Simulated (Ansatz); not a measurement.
**Zn₅Se₃S₂: rattling a relaxed structure**

It was reached by relaxing an invented guess, and it needn't be the stable form of this composition.

Theory: DFT PBE, scalar-relativistic, plane waves, PAW in Ansatz. Plane waves to 420 eV, a k mesh through Γ of 10×10×10 on the computed 10-atom cell and Gaussian smearing (0.02 eV); no spin polarisation.

The cell below (10 atoms, space group I-4m2 (No. 119)) is relaxed within its symmetry.

```
CELL_PARAMETERS angstrom
-1.98548 1.98548 14.03701
1.98548 -1.98548 14.03701
1.98548 1.98548 -14.03701
ATOMIC_POSITIONS crystal
Zn 0.25000 0.75000 0.50000
Zn 0.85422 0.35422 0.50000
Zn 0.44797 0.94797 0.50000
Zn 0.05203 0.55203 0.50000
Zn 0.64578 0.14578 0.50000
Se 0.19790 0.19790 0.00000
Se 0.80210 0.80210 0.00000
Se 0.00000 0.00000 0.00000
S 0.59891 0.59891 0.00000
S 0.40109 0.40109 0.00000
```

For the test it was strained at random (σ = 1.5 % a component), the atoms were moved at random (σ = 0.05 Å), and all was relaxed again on a coarse 4×4×4 mesh (in the run’s order of axes) with 0.10 eV smearing, with no symmetry imposed.

Task: Does it come back?

Result: It returns, within 1 meV/atom of the unmoved cell on that mesh and with the same symmetry when read at 0.1 Å (C2 at 0.01 Å, so small strains and shifts remain). So it is stable against the distortions that fit this cell and that this random move excites. Modes that don't fit the cell aren't tested.
